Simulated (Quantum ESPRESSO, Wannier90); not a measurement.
## Tight-binding from DFT: Te (Pmc2₁)

Materials Project entry mp-1178952; symmetrised, unrelaxed at this level. Not found in the COD (Crystallography Open Database) copy used, which has the formula in other groups; not checked further. Level: PBEsol, spinors with spin-orbit coupling; pw.x of Quantum ESPRESSO at 64 Ry with PseudoDojo potentials, 6×4×4 k-points, Wannier90. Density: 10×8×4 mesh, cold smearing 0.01 Ry. With spin-orbit coupling a semilocal functional can close or falsely invert a small gap; the band order was not checked against a better method.

```
begin unit_cell_cart
ang
    3.1307700000    0.0000000000    0.0000000000
    0.0000000000    4.7429100000    0.0000000000
    0.0000000000    0.0000000000    8.9856100000
end unit_cell_cart
mp_grid = 6 4 4
```

Which shells of neighbouring k-points and which b-vectors and weights does Wannier90 pick for this cell and mesh?


```
 *---------------------------------- K-MESH ----------------------------------*
 +----------------------------------------------------------------------------+
 |                    Distance to Nearest-Neighbour Shells                    |
 |                    ------------------------------------                    |
 |          Shell             Distance (Ang^-1)          Multiplicity         |
 |          -----             -----------------          ------------         |
 |             1                   0.174812                      2            |
 |             2                   0.331188                      2            |
 |             3                   0.334486                      2            |
 |             4                   0.349625                      2            |
 |             5                   0.374493                      4            |
 |             6                   0.377412                      4            |
 |             7                   0.470708                      4            |
 |             8                   0.481584                      4            |
       ... (lines left out)
 +----------------------------------------------------------------------------+
 | The b-vectors are chosen automatically                                     |
 | The following shells are used:                       1,  2,  3             |
 +----------------------------------------------------------------------------+
 |                        Shell   # Nearest-Neighbours                        |
 |                        -----   --------------------                        |
 |                          1               2                                 |
 |                          2               2                                 |
 |                          3               2                                 |
 +----------------------------------------------------------------------------+
 | Completeness relation is fully satisfied [Eq. (B1), PRB 56, 12847 (1997)]  |
 +----------------------------------------------------------------------------+
 |                  b_k Vectors (Ang^-1) and Weights (Ang^2)                  |
 |                  ----------------------------------------                  |
 |            No.         b_k(x)      b_k(y)      b_k(z)        w_b           |
 |            ---        --------------------------------     --------        |
 |             1         0.000000    0.000000    0.174812    16.361585        |
 |             2         0.000000    0.000000   -0.174812    16.361585        |
 |             3         0.000000    0.331188    0.000000     4.558480        |
 |             4         0.000000   -0.331188    0.000000     4.558480        |
 |             5         0.334486    0.000000    0.000000     4.469049        |
 |             6        -0.334486    0.000000    0.000000     4.469049        |
```
